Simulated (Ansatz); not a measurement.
Input:

YGe2:
```yaml
crystal:
  lattice:
    - [3.95338, 0.00000, 0.00000]
    - [0.00000, 3.95338, 0.00000]
    - [0.00000, 0.00000, 4.45802]
  atoms:
    - { symbol: Ge, position: [0.50000, 0.00000, 0.00000] }
    - { symbol: Ge, position: [0.00000, 0.50000, 0.00000] }
    - { symbol: Y, position: [0.00000, 0.00000, 0.50000] }
```

This is the r²SCAN-relaxed structure.

Task: All from r²SCAN (plane waves, PAW; program Ansatz), unless another level is named. Predict the electronic character.

Result: metallic (no gap).

Task: Next, the formation energy from the elements (no fitted shifts)?

Result: -0.54 eV/atom.

Task: And the density of states at the Fermi level?

Result: 0.24 states/eV per atom (mean over ±0.08 eV).

Space group P4/mmm. A made-up cell: these elements were put on the sites of a structure type; neither database checked (COD, Materials Project) lists it. Whether it is the stable phase at ambient conditions was not checked. The r²SCAN relaxation kept the symmetry of its start; its stability against distortions is not shown here. The run is not spin-polarised. The references are the lowest solids computed at this level, not always the standard phases. Scalar-relativistic: spin–orbit coupling is off unless named, which matters more the heavier the elements.

Potentials: the later of the program's two PAW sets.
